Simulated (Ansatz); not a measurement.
Values for one crystal, relaxed and computed with PBEsol (plane waves, PAW; program Ansatz); other levels are named.

```yaml
volume_per_atom: 17.81 Å³
electronic_character: metallic (no gap)
Bulk modulus (Birch–Murnaghan fit): 202 GPa
Elastic constants (relaxed ions, GPa): C11 = 272, C12 = 168, C44 = 66.6
Pressure derivative B′: 3.9
hill_bulk_and_shear_moduli: 203 and 60.4 GPa
Density of states at the Fermi level: 0.54 states/eV per atom (mean over ±0.08 eV)
```

### Question
Pick the material that matches.
A. ZrMo2, cubic Laves (MgCu2 type)
B. MoW, CsCl type
C. ZrIr3, Cu3Au type
D. PbAu2, cubic Laves (MgCu2 type)

### Answer
A, ZrMo2, cubic Laves (MgCu2 type)

Space group Fd-3m (cubic Laves (MgCu2 type)). The workflow started from an entry of the Crystallography Open Database (COD). Its standing as an ambient phase is unchecked. Symmetry was held in the PBEsol relaxation; whether a distortion lowers the energy is not shown. The run is not spin-polarised. As this level gives no gap, shear constants depend on the k-mesh and smearing (Fermi–Dirac, 0.1 eV here). Scalar-relativistic: spin–orbit coupling is off unless named, which matters more the heavier the elements.

Potentials: the later of the program's two PAW sets.
